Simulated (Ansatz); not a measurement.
Mg$_{2}$P$_{2}$O$_{7}$:
```yaml
crystal:
  lattice:
    - [3.23117, 4.14411, 0.00000]
    - [-3.23117, 4.14411, 0.00000]
    - [-1.06424, 0.00000, 4.37946]
  atoms:
    - { symbol: Mg, position: [0.31211, 0.31211, 0.50000] }
    - { symbol: Mg, position: [0.68789, 0.68789, 0.50000] }
    - { symbol: P, position: [0.78015, 0.21985, 0.09345] }
    - { symbol: P, position: [0.21985, 0.78015, 0.90655] }
    - { symbol: O, position: [0.62119, 0.07409, 0.27970] }
    - { symbol: O, position: [0.37881, 0.92591, 0.72030] }
    - { symbol: O, position: [0.07409, 0.62119, 0.72030] }
    - { symbol: O, position: [0.92591, 0.37881, 0.27970] }
    - { symbol: O, position: [0.00000, 0.00000, 0.00000] }
    - { symbol: O, position: [0.61891, 0.38109, 0.78690] }
    - { symbol: O, position: [0.38109, 0.61891, 0.21310] }
```

Relaxed with r²SCAN.

Task: Give the Bader charges and basin volumes of the independent atoms, the program Ansatz at the r²SCAN level (PAW).

Result: 

```csv
atom,Bader charge (e),Bader volume (Å³)
Mg1,+1.79,4.9
P3,+3.92,2.6
O5,-1.62,15.3
O9,-1.65,14.1
O10,-1.63,13.4
```

Space group C2/m. The first step of the workflow began from a Materials Project structure, measured or hypothetical; the Crystallography Open Database files this formula in space group No. 12, but the cells were not matched. Whether it is the stable phase at ambient conditions was not checked. The cell was relaxed with r²SCAN under the symmetry of its start; its stability against distortions is not shown here.

Potentials: the later of the program's two PAW sets.
